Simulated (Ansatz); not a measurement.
Phonons of a relaxed structure of NaF by density-functional perturbation theory (low response-accuracy setting, no LO–TO term) at Γ and zone-boundary points with q components 0 or ½ of the primitive reciprocal vectors. Method: PBE (plane waves to 420 eV, PAW, scalar-relativistic; Ansatz, a program for electronic structure). Γ-centred k-mesh 10×10×10, Fermi–Dirac smearing 0.05 eV.

```
NaF
1.0
    0.00000     2.35088     2.35088
    2.35088     0.00000     2.35088
    2.35088     2.35088     0.00000
F Na
1 1
Direct
  0.00000   0.00000   0.00000
  0.50000   0.50000   0.50000
```

Space group Fm-3m (No. 225), rock salt type.

**Question.** Are there soft modes? Where, and how strong?

**Answer.** No instability shows at these points (nothing beyond 15i cm⁻¹, the threshold used here). Other wavevectors were not sampled, so this does not prove stability.

**Question.** Give the phonon wavenumbers.

**Answer.** 
| q | wavenumbers (cm⁻¹; i marks imaginary) |
|---|---|
| Γ | 0 (×3), 224 (×3) |
| L (½, 0, 0) | 163 (×2), 184 (×2), 287, 296 |
| X (½, ½, 0) | 141 (×2), 239 (×2), 243, 274 |

No spin polarisation in the result.
